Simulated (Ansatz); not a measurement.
# Eigenvalues along a path: LaP

```
La P
1.0
     0.00000    3.03325    3.03325
     3.03325    0.00000    3.03325
     3.03325    3.03325    0.00000
La P
1 1
Direct
  0.00000 0.00000 0.00000
  0.50000 0.50000 0.50000
```

The base volume is that of a database entry, with shape and atoms relaxed on PAW files at held volume, so it needn't be at zero pressure; the structure needn't be the stable phase, at rest or compressed.

All numbers are LDA results (scalar-relativistic) from Ansatz 0.2.0, with a Γ-centred 10×10×10 k mesh, Fermi–Dirac smearing of 0.05 eV, no spin polarisation. Methods: LAPW: all electrons, basis error target 1 meV/atom.

Spin–orbit coupling is left out, which matters for the heavy atoms.

Path points, in fractions of the reciprocal vectors: Γ (0.000, 0.000, 0.000), X (0.500, 0.000, 0.500), U (0.625, 0.250, 0.625), K (0.375, 0.375, 0.750), L (0.500, 0.500, 0.500), W (0.500, 0.250, 0.750). The distance column jumps between branches of the path. Levels in eV from the Fermi level; bands 15 to 24, counted from the lowest band of the run. The gap is zero, the pressure -4.56 GPa.

```
# k(1/Å) point b15 b16 b17 b18 b19 b20 b21 b22 b23 b24
0.000 Γ -15.33 -15.33 -15.33 -9.12 0.08 0.08 0.08 1.71 1.71 1.71
0.148 - -15.37 -15.34 -15.34 -9.03 -0.43 -0.01 -0.01 1.52 1.89 1.89
0.296 - -15.46 -15.37 -15.37 -8.82 -1.27 -0.15 -0.15 1.15 2.26 2.26
0.444 - -15.57 -15.40 -15.40 -8.60 -1.85 -0.25 -0.25 0.74 2.54 2.54
0.592 - -15.67 -15.44 -15.44 -8.52 -1.96 -0.26 -0.26 0.38 2.67 2.68
0.740 - -15.75 -15.48 -15.48 -8.57 -1.65 -0.22 -0.22 0.10 2.69 2.73
0.888 - -15.79 -15.51 -15.51 -8.68 -1.16 -0.16 -0.16 -0.07 2.70 2.73
1.036 X -15.80 -15.52 -15.52 -8.73 -0.92 -0.14 -0.14 -0.13 2.70 2.73
1.088 - -15.80 -15.52 -15.51 -8.72 -0.92 -0.31 -0.16 0.04 2.70 2.73
1.140 - -15.79 -15.53 -15.51 -8.69 -0.93 -0.51 -0.23 0.22 2.69 2.73
1.193 - -15.79 -15.55 -15.51 -8.65 -0.94 -0.72 -0.34 0.40 2.69 2.72
1.245 - -15.77 -15.58 -15.50 -8.60 -0.96 -0.93 -0.47 0.60 2.68 2.70
1.297 - -15.76 -15.61 -15.49 -8.53 -1.16 -0.97 -0.61 0.81 2.66 2.68
1.350 - -15.74 -15.64 -15.48 -8.45 -1.39 -0.99 -0.76 1.05 2.65 2.66
1.402 U -15.72 -15.68 -15.47 -8.38 -1.61 -1.01 -0.91 1.30 2.63 2.63
2.036 K -15.72 -15.68 -15.47 -8.38 -1.61 -1.01 -0.91 1.30 2.63 2.63
2.193 - -15.76 -15.65 -15.43 -8.16 -2.17 -1.28 -1.04 2.03 2.49 2.56
2.350 - -15.80 -15.57 -15.39 -8.06 -2.45 -1.47 -1.00 2.28 2.46 2.47
2.507 - -15.76 -15.49 -15.36 -8.16 -2.34 -1.43 -0.85 2.04 2.30 2.59
2.664 - -15.65 -15.42 -15.34 -8.43 -1.86 -1.18 -0.61 1.82 2.10 2.53
2.821 - -15.50 -15.37 -15.33 -8.76 -1.13 -0.73 -0.30 1.68 1.90 2.27
2.978 - -15.38 -15.34 -15.33 -9.02 -0.34 -0.20 -0.03 1.66 1.76 1.90
3.135 Γ -15.33 -15.33 -15.33 -9.12 0.08 0.08 0.08 1.71 1.71 1.71
3.263 - -15.37 -15.33 -15.33 -9.05 -0.18 -0.08 -0.08 1.70 1.78 1.78
3.391 - -15.46 -15.34 -15.34 -8.86 -0.76 -0.43 -0.43 1.70 1.95 1.95
3.519 - -15.60 -15.35 -15.35 -8.59 -1.43 -0.82 -0.82 1.75 2.18 2.18
3.647 - -15.74 -15.36 -15.36 -8.28 -2.06 -1.16 -1.16 1.88 2.38 2.38
3.775 - -15.86 -15.37 -15.37 -7.98 -2.58 -1.42 -1.42 2.07 2.50 2.50
3.904 - -15.94 -15.38 -15.38 -7.77 -2.92 -1.58 -1.58 2.25 2.55 2.55
4.032 L -15.97 -15.38 -15.38 -7.69 -3.05 -1.64 -1.64 2.32 2.57 2.57
4.136 - -15.96 -15.39 -15.38 -7.73 -2.98 -1.61 -1.60 2.31 2.55 2.57
4.241 - -15.93 -15.43 -15.40 -7.82 -2.81 -1.53 -1.49 2.28 2.50 2.59
4.346 - -15.89 -15.49 -15.42 -7.96 -2.55 -1.40 -1.35 2.22 2.40 2.62
4.450 - -15.83 -15.55 -15.45 -8.11 -2.24 -1.25 -1.21 2.16 2.28 2.67
4.555 - -15.76 -15.61 -15.49 -8.24 -1.96 -1.11 -1.10 2.11 2.17 2.71
4.659 - -15.70 -15.65 -15.53 -8.32 -1.74 -1.03 -1.02 2.09 2.11 2.75
4.764 W -15.66 -15.66 -15.57 -8.35 -1.66 -1.00 -1.00 2.09 2.09 2.76
4.838 - -15.69 -15.63 -15.56 -8.37 -1.59 -1.01 -0.97 1.80 2.31 2.75
4.912 - -15.72 -15.60 -15.56 -8.43 -1.41 -1.00 -0.92 1.46 2.47 2.74
4.986 - -15.75 -15.57 -15.55 -8.51 -1.14 -0.98 -0.83 1.11 2.57 2.73
5.060 - -15.77 -15.55 -15.54 -8.59 -0.96 -0.81 -0.71 0.76 2.64 2.73
5.134 - -15.79 -15.53 -15.53 -8.66 -0.94 -0.56 -0.48 0.44 2.68 2.73
5.208 - -15.80 -15.52 -15.52 -8.71 -0.92 -0.36 -0.23 0.13 2.69 2.73
5.282 X -15.80 -15.52 -15.52 -8.73 -0.92 -0.14 -0.14 -0.13 2.70 2.73
```
